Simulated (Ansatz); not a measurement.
Calculation for fcc Pt (100), 5 layers: DFT, PBE, PAW with Ansatz's default frozen-core files, scalar-relativistic (Ansatz 0.2.0). This run: Au in place of Pt in the outer layer.

The slab is cut from a bulk crystal relaxed on PAW files (its atoms may have been relaxed since).

Command: `ansatz run input.yaml --threads 2 --pin off --max-ram 4096MiB --backend cpu --events-out ev --progress --plain --runs-dir out` It took 16 s on 2 threads of Arm Neoverse V1, on a shared host, peak memory 0.52 GiB.

```yaml
crystal:
  lattice:
    - [2.8080030018, 0.0, 0.0]
    - [0.0, 2.8080030018, 0.0]
    - [0.0, 0.0, 23.9422]
  atoms:
    - { symbol: Au, position: [0.0, 0.0, 0.3366330712] }
    - { symbol: Pt, position: [0.5, 0.5, 0.4175861933] }
    - { symbol: Pt, position: [0.0, 0.0, 0.5000000008] }
    - { symbol: Pt, position: [0.5, 0.5, 0.5824138035] }
    - { symbol: Pt, position: [0.0, 0.0, 0.6633669312] }
kpoints:
  mp_grid: { grid: [12, 12, 1] }
scf:
  occupations: { method: fermi_dirac, width: 0.08 }
hamiltonian:
  xc: pbe
  pseudopotentials: { kind: paw }
output:
  forces: true
  stress: true
  eigenvalues: true
efield:
  axis: 3
  amplitude: 0
  dipole_correction: true
```

Output:

```
Engine: ansatz 0.2.0
Pseudopotentials: kind: paw
Pseudopotential: Au, paw, valence charge 19, recommended cutoff 420 eV (normal), Au.paw.azcp
Pseudopotential: Pt, paw, valence charge 18, recommended cutoff 420 eV (normal), Pt.paw.azcp
Functional definition: PBE
  parameter kappa = 0.804
  parameter beta = 0.06672455060314922
  exchange = pbe_x(kappa = kappa, mu = beta*pi^2/3)
  correlation = pbe_c(beta = beta)
Crystal: 5 atoms, lattice volume = 188.781 Å³
Basis set: ecut = 420 eV, 3757 PW (Γ), exchange–correlation on 40×40×324 points (8 copies of the dense FFT grid, shifted against one another)
Bands: 55, of which v1, the nominal top of the filled ones, is band 46 counted from 1 (45 counted from 0)
Symmetry: 8 space group operations
Space group: P4mm (ITA 99), of the structure as read, at distance tolerance 5.7e-5 Å
k-points: 28 of 144
Non-local potential: Au, projectors of the file, l = 0: 3, l = 1: 2, l = 2: 2, l = 3: 1
Non-local potential: Pt, projectors of the file, l = 0: 3, l = 1: 2, l = 2: 2, l = 3: 1
PAW form: soft (Blöchl's): semilocal exchange-correlation on the pseudo side does not see the compensation charge
PAW one-centre angular grid: Au, 590 points (default); XC on 64 Gauss nodes
PAW one-centre angular grid: Pt, 590 points (default); XC on 64 Gauss nodes
Initial density: superposition of atomic densities (neutral atoms: chi_scale 0, normalization atom), corrected by the library's trained network
Initial wavefunctions: pseudopotential atomic-orbital guess
Functional: x = pbe(κ = 0.804, μ = 0.2195149727645171), c = pbe(β = 0.06672455060314922)
SCF iter   1: F=—  HF=-63240.046277 eV  |F-HF|=—  |Δ(HF+E_count)|=         —  Δρ=1.17e-2  dr2=2.64e0  ethr=1.77e-3  p=-0.016 e·Å  D=-1.55e-2 V/Å  ΔV_dip=0.37 eV  dr2_dipole=1.86e-1  V_vac-E_F(+/−)=5.07/4.70 eV  ⟨swp⟩=8.1  Hψ=6695  notcnv=0  defer=18
efield: sawtooth ramp at fractional position 0.9500 (placed from the atoms, in the widest stretch of the axis that holds none; the zero of the levels goes with the place), width 0.1000; the density the first Hamiltonian is built on has a dipole p = -0.016 e·Å; the dipole correction subtracts the counter field D = -1.55e-2 V/Å, which shifts the + side's vacuum level by +0.37 eV against the − side's; the planar-averaged density in the ramp window peaks in size at 2.5e-5 e/Å³
preconditioner: auto → LDOS  [metal: Δε(μ)=0.030 eV  Ē_g=7.726 eV  σ=0.080 eV  W_gap=0.09  n_scr=46 (ndim 8)  ℏωp=19.3 eV  f_vac=0.535  D(μ)=7.29/eV (n_scr^D=64)  β→1.0]
SCF iter   2: F=—  HF=-63239.979249 eV  |F-HF|=—  |Δ(HF+E_count)|=   6.70e-2  Δρ=5.48e-3  dr2=1.54e-1  ethr=1.77e-3  p=-0.020 e·Å  D=-1.91e-2 V/Å  ΔV_dip=0.46 eV  dr2_dipole=1.23e-2  V_vac-E_F(+/−)=5.66/5.21 eV  ⟨swp⟩=2.0  Hψ=1875  notcnv=0  defer=51
SCF iter   3: F=—  HF=-63239.977298 eV  |F-HF|=—  |Δ(HF+E_count)|=   1.95e-3  Δρ=2.68e-3  dr2=8.07e-2  ethr=1.69e-4  p=-0.020 e·Å  D=-1.88e-2 V/Å  ΔV_dip=0.45 eV  dr2_dipole=1.16e-3  V_vac-E_F(+/−)=5.54/5.08 eV  ⟨swp⟩=2.0  Hψ=2324  notcnv=0  defer=56
SCF iter   4: F=—  HF=-63239.970228 eV  |F-HF|=—  |Δ(HF+E_count)|=   7.07e-3  Δρ=1.00e-3  dr2=5.88e-3  ethr=8.87e-5  p=-0.020 e·Å  D=-1.91e-2 V/Å  ΔV_dip=0.46 eV  dr2_dipole=2.52e-6  V_vac-E_F(+/−)=5.66/5.21 eV  ⟨swp⟩=2.0  Hψ=2228  notcnv=0  defer=56
SCF iter   5: F=—  HF=-63239.969916 eV  |F-HF|=—  |Δ(HF+E_count)|=   3.12e-4  Δρ=5.08e-4  dr2=1.06e-3  ethr=6.46e-6  p=-0.020 e·Å  D=-1.96e-2 V/Å  ΔV_dip=0.47 eV  dr2_dipole=6.26e-5  V_vac-E_F(+/−)=5.66/5.19 eV  ⟨swp⟩=2.0  Hψ=2179  notcnv=0  defer=56
SCF iter   6: F=—  HF=-63239.969843 eV  |F-HF|=—  |Δ(HF+E_count)|=   7.36e-5  Δρ=1.91e-4  dr2=2.83e-4  ethr=1.17e-6  p=-0.020 e·Å  D=-1.94e-2 V/Å  ΔV_dip=0.47 eV  dr2_dipole=1.09e-5  V_vac-E_F(+/−)=5.66/5.19 eV  ⟨swp⟩=2.0  Hψ=2080  notcnv=0  defer=56
SCF iter   7: F=—  HF=-63239.969843 eV  |F-HF|=—  |Δ(HF+E_count)|=   3.18e-7  Δρ=6.81e-5  dr2=2.66e-5  ethr=3.10e-7  p=-0.020 e·Å  D=-1.94e-2 V/Å  ΔV_dip=0.46 eV  dr2_dipole=2.37e-6  V_vac-E_F(+/−)=5.66/5.20 eV  ⟨swp⟩=1.9  Hψ=1849  notcnv=0  defer=56
SCF iter   8: F=—  HF=-63239.969826 eV  |F-HF|=—  |Δ(HF+E_count)|=   1.64e-5  Δρ=3.76e-5  dr2=8.20e-6  ethr=2.92e-8  p=-0.020 e·Å  D=-1.94e-2 V/Å  ΔV_dip=0.46 eV  dr2_dipole=2.81e-8  V_vac-E_F(+/−)=5.66/5.19 eV  ⟨swp⟩=2.0  Hψ=2003  notcnv=0  defer=56
SCF iter   9: F=—  HF=-63239.969827 eV  |F-HF|=—  |Δ(HF+E_count)|=   1.01e-6  Δρ=1.77e-5  dr2=1.52e-6  ethr=9.01e-9  p=-0.020 e·Å  D=-1.94e-2 V/Å  ΔV_dip=0.46 eV  dr2_dipole=3.19e-8  V_vac-E_F(+/−)=5.66/5.19 eV  ⟨swp⟩=2.1  Hψ=1978  notcnv=0  defer=56
SCF iter  10: F=—  HF=-63239.969827 eV  |F-HF|=—  |Δ(HF+E_count)|=   2.38e-8  Δρ=7.06e-6  dr2=2.64e-7  ethr=1.67e-9  p=-0.020 e·Å  D=-1.93e-2 V/Å  ΔV_dip=0.46 eV  dr2_dipole=9.56e-9  V_vac-E_F(+/−)=5.66/5.19 eV  ⟨swp⟩=2.1  Hψ=2167  notcnv=0  defer=56
SCF iter  11: F=-63239.969828 eV  HF=-63239.969828 eV  |F-HF|=1.48e-8  |Δ(HF+E_count)|=   1.35e-7  Δρ=2.35e-6  dr2=3.45e-8  ethr=1.10e-10  p=-0.020 e·Å  D=-1.94e-2 V/Å  ΔV_dip=0.46 eV  dr2_dipole=9.84e-11  V_vac-E_F(+/−)=5.66/5.19 eV  ⟨swp⟩=14.0  Hψ=6965  notcnv=0
SCF 1 converged in 11 iterations: F = -63239.969828 eV  dr2 = 3.45e-8
  greatest PAW one-centre occupation: 1.000 electrons in one spin orbital (limit 2), on the Au atom at site 0 (counted from 0), in its partial waves of l = 0
SCF converged after 11 iterations
Free energy (F): -63239.969828 eV
Harris-Foulkes:  -63239.969828 eV  (|F-HF|=1.48e-8)
Internal energy: -63239.820038 eV  (E = F + TS)
E sigma→0 (E₀):  -63239.894933 eV
Entropy (-TS):   -0.149789 eV (-29.958 meV/atom)
Fermi energy:    6.058067 eV
Dipole field:    D = -0.019343 V/Å  (p = -0.020180 e·Å, saw-weighted, corrected)
Work function:   Φ+ = 5.6575 eV   Φ− = 5.1944 eV
Levels:          The Fermi level and band energies are counted from a zero that moves with the ramp; work functions are not
--- Per-component energies (eV) ---
  E_band       = -2208.447201
  E_kinetic    = 3153.328111
  E_local      = -141298.234383  (includes V_loc(G=0)·N_el)
  E_nonlocal   = 875.022160
  E_hartree    = 69030.377231
  E_xc         = -1272.683005
  E_vxc        = -1483.117553  (∫ρ·V_xc dr)
  E_paw        = -47523.145020  (= ΣΔE_a)
  E_vpaw       = -1516.094398  (= ΣTr[D̂ρ^β])
  E_aug_tail   = 0.002227  (compensation charges beyond the density's cutoff)
  E_efield     = 0.000195  (sawtooth field / dipole correction)
  E_vefield    = -0.075269  (∫n·V_field dr)
  E_ewald      = 53795.512446
  E_smearing   = -0.149789  (= −TS)
  E_closure    = -0.000000  (closes the sum)
  Σ components = -63239.969828   (vs F -63239.969828, Δ=0.00e0)
--- Forces (eV/Å), atoms counted from 1 ---
  atom   1  Au    -0.00000000    -0.00000000    -1.05886030
  atom   2  Pt     0.00000000     0.00000000     0.94653322
  atom   3  Pt     0.00000000    -0.00000000     0.14264408
  atom   4  Pt     0.00000000     0.00000000     0.00305063
  atom   5  Pt    -0.00000000     0.00000000    -0.03333785
  max |Σ_I F_I| component: 2.98e-5 eV/Å
--- Stress (GPa, compression-positive) ---
       -0.280906      -0.000000       0.000000
       -0.000000      -0.280906      -0.000000
        0.000000      -0.000000       1.824437
  P = ⅓ Tr σ = 0.4209 GPa (4.209 kbar)
--- Band table (eV; the first three rows and the last of 28) ---
  k-point 0: bands = ["-98.8245", "-92.3848", "-92.3498", "-92.0595", "-91.6880", "-50.2385", "-50.2355", "-50.2355", "-46.7346", "-46.5407", "-46.5170", "-46.5170", "-46.4365", "-46.4365", "-46.2615", "-46.1969", "-46.1969", "-45.8699", "-45.8699", "-45.7729", "-3.4065", "-2.2342", "-0.8090", "-0.4982", "-0.1496", "-0.0541", "0.2381", "0.9904", "1.8636", "2.3854", "2.5540", "2.5540", "3.0328", "3.0456", "3.0456", "3.9033", "4.0600", "4.0796", "4.0796", "4.2442", "4.5723", "4.6508", "5.2016", "5.3591", "5.3591", "5.7853", "6.1142", "6.2587", "6.2587", "6.6881", "7.9905", "11.1574", "11.6996", "12.4099", "13.8397"]
  k-point 1: bands = ["-98.8241", "-92.3840", "-92.3493", "-92.0588", "-91.6874", "-50.2465", "-50.2374", "-50.2347", "-46.7312", "-46.5618", "-46.5142", "-46.5108", "-46.4533", "-46.4363", "-46.2603", "-46.2105", "-46.1962", "-45.8840", "-45.8689", "-45.7716", "-3.2336", "-2.0830", "-0.6768", "-0.3750", "-0.0376", "0.0714", "0.3419", "1.0661", "1.8971", "2.3716", "2.5461", "2.5928", "2.8088", "3.0303", "3.1529", "3.6181", "3.8486", "3.9563", "4.0579", "4.4250", "4.6593", "4.7011", "4.9145", "5.1517", "5.5025", "5.7112", "5.8848", "6.0202", "6.3057", "7.2273", "8.7155", "11.2935", "11.8495", "12.5309", "13.9768"]
  k-point 2: bands = ["-98.8230", "-92.3817", "-92.3481", "-92.0572", "-91.6857", "-50.2762", "-50.2348", "-50.2323", "-46.7231", "-46.6051", "-46.5089", "-46.5063", "-46.4961", "-46.4361", "-46.2607", "-46.2448", "-46.1941", "-45.9222", "-45.8664", "-45.7683", "-2.7419", "-1.6853", "-0.4132", "-0.1353", "0.2794", "0.3595", "0.7706", "1.3859", "1.9999", "2.1639", "2.6709", "2.6877", "2.7221", "2.9115", "2.9745", "3.2499", "3.5216", "3.8121", "3.9703", "4.3971", "4.5344", "4.5953", "4.5966", "4.9478", "5.4243", "5.5738", "6.0036", "6.2089", "6.3001", "8.1879", "9.9814", "11.6955", "12.3054", "12.8594", "14.3482"]
  k-point 27: bands = ["-98.8122", "-92.3634", "-92.3340", "-92.0412", "-91.6697", "-50.3811", "-50.3811", "-50.2082", "-46.7373", "-46.7373", "-46.6191", "-46.6191", "-46.6061", "-46.5410", "-46.3860", "-46.3860", "-46.2574", "-46.0607", "-46.0607", "-45.7472", "-0.4223", "-0.4209", "-0.0131", "-0.0131", "0.2389", "0.2887", "0.7021", "0.7021", "1.0968", "1.9822", "1.9822", "3.7457", "3.7457", "3.8252", "4.9045", "4.9868", "5.2782", "5.6176", "5.6176", "5.7855", "5.8519", "6.4562", "6.4599", "6.6631", "7.0084", "8.8453", "8.8453", "11.1252", "11.1252", "12.6685", "13.2801", "13.5310", "13.5590", "13.5590", "14.1103"]
```

Next run (Au in place of Pt in the middle layer), as changes to the input before:

```diff
   atoms:
-    - { symbol: Au, position: [0.0, 0.0, 0.3366330712] }
+    - { symbol: Pt, position: [0.0, 0.0, 0.3366330712] }
-    - { symbol: Pt, position: [0.0, 0.0, 0.5000000008] }
+    - { symbol: Au, position: [0.0, 0.0, 0.5000000008] }
```

Results part of the output:

```
SCF 1 converged in 9 iterations: F = -63239.341786 eV  dr2 = 1.99e-8
  greatest PAW one-centre occupation: 1.000 electrons in one spin orbital (limit 2), on the Au atom at site 2 (counted from 0), in its partial waves of l = 0
SCF converged after 9 iterations
Free energy (F): -63239.341786 eV
Harris-Foulkes:  -63239.341786 eV  (|F-HF|=9.92e-9)
Internal energy: -63239.182784 eV  (E = F + TS)
E sigma→0 (E₀):  -63239.262285 eV
Entropy (-TS):   -0.159002 eV (-31.800 meV/atom)
Fermi energy:    5.868176 eV
Dipole field:    D = 0.000000 V/Å  (p = 0.000000 e·Å, saw-weighted, corrected)
Work function:   Φ+ = 5.7199 eV   Φ− = 5.7199 eV
Levels:          The Fermi level and band energies are counted from a zero that moves with the ramp; work functions are not
--- Per-component energies (eV) ---
  E_band       = -2220.617014
  E_kinetic    = 3153.293391
  E_local      = -143175.424022  (includes V_loc(G=0)·N_el)
  E_nonlocal   = 875.730538
[... lines left out ...]
--- Forces (eV/Å), atoms counted from 1 ---
  atom   1  Pt    -0.00000000     0.00000000    -0.02343889
  atom   2  Pt    -0.00000000     0.00000000    -0.78697662
  atom   3  Au    -0.00000000    -0.00000000    -0.00000102
  atom   4  Pt     0.00000000     0.00000000     0.78697812
  atom   5  Pt     0.00000000     0.00000000     0.02343796
  max |Σ_I F_I| component: 4.51e-7 eV/Å
--- Stress (GPa, compression-positive) ---
       -0.223708      -0.000000       0.000000
       -0.000000      -0.223708      -0.000000
        0.000000      -0.000000       2.791442
  P = ⅓ Tr σ = 0.7813 GPa (7.813 kbar)
--- Band table (eV; the first three rows and the last of 28) ---
  k-point 0: bands = ["-99.6657", "-92.3121", "-92.3121", "-91.8348", "-91.8348", "-51.1460", "-51.0364", "-51.0364", "-46.5835", "-46.5780", "-46.4437", "-46.4437", "-46.4430", "-46.4430", "-46.0185", "-46.0185", "-46.0185", "-46.0185", "-45.9072", "-45.9070", "-3.7472", "-2.2599", "-1.2974", "-0.7610", "-0.4085", "-0.0727", "0.4039", "0.8127", "1.7903", "1.7903", "1.9731", "2.1726", "2.7289", "3.2443", "3.3391", "3.3391", "3.9134", "3.9504", "3.9504", "4.2473", "4.4172", "4.9172", "5.0448", "5.5769", "5.5769", "5.9201", "5.9626", "6.0053", "6.0053", "6.6701", "7.9031", "11.3594", "11.6995", "12.5217", "13.9379"]
  k-point 1: bands = ["-99.6653", "-92.3115", "-92.3115", "-91.8342", "-91.8342", "-51.1449", "-51.0473", "-51.0355", "-46.5819", "-46.5768", "-46.4590", "-46.4587", "-46.4421", "-46.4415", "-46.0324", "-46.0324", "-46.0177", "-46.0177", "-45.9059", "-45.9057", "-3.5765", "-2.1134", "-1.1694", "-0.6568", "-0.2861", "0.0570", "0.4988", "0.8927", "1.6268", "1.8171", "2.1531", "2.2536", "2.5499", "2.9571", "3.3346", "3.4928", "3.5604", "3.8666", "4.0695", "4.2468", "4.7867", "4.8729", "4.8795", "5.1590", "5.5701", "5.7263", "5.7839", "5.8519", "6.0616", "7.2573", "8.5921", "11.4895", "11.8510", "12.6392", "14.0734"]
  k-point 2: bands = ["-99.6642", "-92.3097", "-92.3097", "-91.8325", "-91.8325", "-51.1421", "-51.0772", "-51.0330", "-46.5777", "-46.5741", "-46.5010", "-46.5005", "-46.4380", "-46.4375", "-46.0699", "-46.0698", "-46.0154", "-46.0154", "-45.9026", "-45.9026", "-3.0932", "-1.7404", "-0.9185", "-0.2686", "-0.0326", "0.2547", "0.8950", "1.2073", "1.4866", "1.8823", "2.2209", "2.3890", "2.5485", "2.5792", "2.7825", "3.6401", "3.6691", "3.7511", "4.0675", "4.1333", "4.3310", "4.6564", "4.6937", "4.9240", "5.5536", "5.6551", "5.9215", "5.9271", "6.0279", "8.2161", "9.8426", "11.8678", "12.3097", "12.9362", "14.1244"]
  k-point 27: bands = ["-99.6535", "-92.2934", "-92.2934", "-91.8165", "-91.8165", "-51.1820", "-51.1820", "-51.1143", "-46.6465", "-46.6465", "-46.6450", "-46.6450", "-46.5245", "-46.5230", "-46.2076", "-46.2076", "-46.2076", "-46.2076", "-45.8858", "-45.8858", "-1.1331", "-0.7068", "-0.5683", "-0.5683", "0.1738", "0.7205", "0.8248", "0.8248", "0.9587", "1.8533", "1.8533", "3.4590", "3.8738", "3.8738", "4.5235", "4.8809", "5.3377", "5.3967", "5.3967", "5.5165", "5.5236", "6.4485", "6.4503", "6.8581", "6.8581", "8.7093", "8.7093", "10.9433", "10.9433", "12.1190", "13.1667", "13.4120", "13.4120", "13.8273", "13.8739"]
```

Spin–orbit coupling is left out, which matters for the heavy atoms.
